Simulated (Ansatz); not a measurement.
## GaP: do energies and stresses tell the same story?

Method: DFT r2SCAN, scalar-relativistic, plane waves, PAW (Ansatz).

Cutoff 500 eV; k points 8×8×8 on the computed 2-atom cell (Γ-centred); Gaussian smearing, width 0.02 eV; no spin polarisation.

Relaxed cell: F-43m, a = 5.451 Å, b = 5.451 Å, c = 5.451 Å, α = 90.00°, β = 90.00°, γ = 90.00°, 2 atoms in the primitive cell.

Energies at zero smearing and pressures from the stress tensor, at volumes with shape and atoms relaxed:
| V (Å³/atom) | E − E(first) (meV/atom) | P (GPa) |
| --- | --- | --- |
| 19.026 | 0.00 | 6.28 |
| 19.633 | -17.24 | 2.91 |
| 20.240 | -22.68 | 0.04 |
| 20.848 | -18.10 | -2.39 |
| 21.455 | -5.00 | -4.46 |

Question: Check P = −dE/dV between neighbouring volumes, and get the bulk modulus from the pressures alone.

Answer: With 1 eV/Å³ = 160.2 GPa:
```csv
middle V (Å³/atom),−ΔE/ΔV (GPa),mean P (GPa)
19.330,4.548,4.592
19.937,1.437,1.476
20.544,-1.208,-1.176
21.151,-3.459,-3.430
```

The two differ by 0.04 GPa at most. The mean of two end pressures misses the average over a step by about ΔV² P″/12, up to 0.05 GPa here; with that taken off 0.00 GPa remains. Around V = 20.240 Å³/atom, the two neighbours give B = −V ΔP/ΔV = 20.240 × 5.30 / 1.214 = 88.4 GPa, against B0 = 87.8 GPa from the Birch–Murnaghan fit of the energies.